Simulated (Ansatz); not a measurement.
Polymorphs of WC, each relaxed with the program Ansatz at the PBE level (PAW):

A: Pnma
a = 5.4145 Å, b = 3.9744 Å, c = 4.0989 Å, α = β = γ = 90.00°

```tsv
atom	site	symmetry	x	y	z
W	4c	.m.	0.2099	0.2500	0.1019
C	4c	.m.	0.1210	0.2500	0.5939
```

B: P2_13
a = b = c = 4.401 Å, α = β = γ = 90.00°

```tsv
atom	site	symmetry	x	y	z
W	4a	.3.	0.1394	0.1394	0.1394
C	4a	.3.	0.8483	0.8483	0.8483
```

Problem. Order them by energy per atom at 0 K (lowest first) at the level PBE.

Solution. A (+0 meV/atom), B (+290 meV/atom)

Constructed cells (a structure type filled with these elements, in neither database checked): A; B. Not the usual ambient phase: A; B. All cells were relaxed under the symmetry of their starts (and spin orders); stability against distortions was not tested throughout. Rows with no word on spin ran without spin polarisation. Scalar-relativistic: spin–orbit coupling is off unless named, which matters more the heavier the elements.

Energies hold the estimated change up to a 700 eV cutoff; steps of a few meV lie near the error of the meshes.

Potentials: the later of the program's two PAW sets.
